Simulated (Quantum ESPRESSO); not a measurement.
## Band energies of Ge

```
Ge
1.0
    4.00561     0.00000     0.00000
   -2.00280     3.46896     0.00000
    0.00000     0.00000     6.57688
Ge
4
Direct
  0.66667   0.33333   0.06258
  0.33333   0.66667   0.93742
  0.33333   0.66667   0.56258
  0.66667   0.33333   0.43742
```

PBEsol (pw.x of Quantum ESPRESSO, ONCV potentials, with spin-orbit coupling); path ΓMKΓALHA,LM,KH; energies in eV from the Fermi level.

```
k (1/Å)  point  band 56  band 57  band 58  band 59  band 60  band 61  band 62  band 63
-------  -----  -------  -------  -------  -------  -------  -------  -------  -------
0.00         Γ    -0.01     0.12     0.12     0.24     0.24     2.16     2.16     2.31
0.34              -0.48     1.04     1.04     1.69     1.69     3.10     3.10     3.12
0.68              -1.25     0.60     0.60     1.74     1.74     3.66     3.66     3.68
0.91         M    -1.42     0.46     0.46     1.64     1.64     3.54     3.54     3.69
1.04              -1.81     1.00     1.00     2.18     2.18     2.77     2.77     4.40
1.43         K    -3.16     1.43     1.43     4.57     4.57     4.67     4.67     5.04
1.53              -3.04     1.52     1.52     4.17     4.17     4.55     4.55     4.82
1.85              -1.84     2.30     2.30     2.83     2.83     3.15     3.15     3.27
2.16              -0.52     1.46     1.46     1.75     1.75     2.26     2.26     3.29
2.47         Γ    -0.01     0.12     0.12     0.24     0.24     2.16     2.16     2.31
2.59              -0.08     0.13     0.13     0.95     0.95     2.27     2.27     2.41
2.95         A    -0.76     0.61     0.61     0.61     0.61     3.29     3.29     3.29
3.25              -1.38     1.65     1.65     1.65     1.65     3.48     3.48     3.48
3.66              -2.27     0.68     0.68     0.68     0.68     2.45     2.45     2.45
3.86         L    -2.39     0.50     0.50     0.50     0.50     2.08     2.08     2.08
3.96              -2.25     0.69     0.69     0.73     0.73     2.23     2.23     2.24
4.28              -1.99     1.24     1.24     1.28     1.28     4.16     4.16     4.23
4.38         H    -1.96     1.23     1.23     1.27     1.27     4.08     4.08     4.15
4.64              -2.23     1.52     1.52     1.55     1.55     4.21     4.21     4.25
4.90              -2.54     2.25     2.25     2.30     2.30     3.16     3.16     3.19
5.16              -1.35     1.92     1.92     1.95     1.95     2.93     2.93     2.97
5.43         A    -0.76     0.61     0.61     0.61     0.61     3.29     3.29     3.29
5.43         L    -2.39     0.50     0.50     0.50     0.50     2.08     2.08     2.08
5.71              -1.65     0.56     0.56     0.88     0.88     3.11     3.11     4.02
5.90         M    -1.42     0.46     0.46     1.64     1.64     3.54     3.54     3.69
5.90         K    -3.16     1.43     1.43     4.57     4.57     4.67     4.67     5.04
6.38         H    -1.96     1.23     1.23     1.27     1.27     4.08     4.08     4.15
```

At this level the gap is closed or nearly so: along the path the highest valence and lowest conduction bands touch, or overlap by less than 0.6 eV, a zero-gap or semimetallic result; the valence top lies at 90 % of the way from K to Γ, the conduction bottom at 50 % of the way from Γ to A, 0.06 eV lower. Semilocal functionals close the gaps of some narrow-gap semiconductors, so this alone doesn't show that the compound has none.

Geometry relaxed with PBEsol.

This is not the ordinary phase of the substance; no match was found in the copy of COD used, and its stability was not checked.
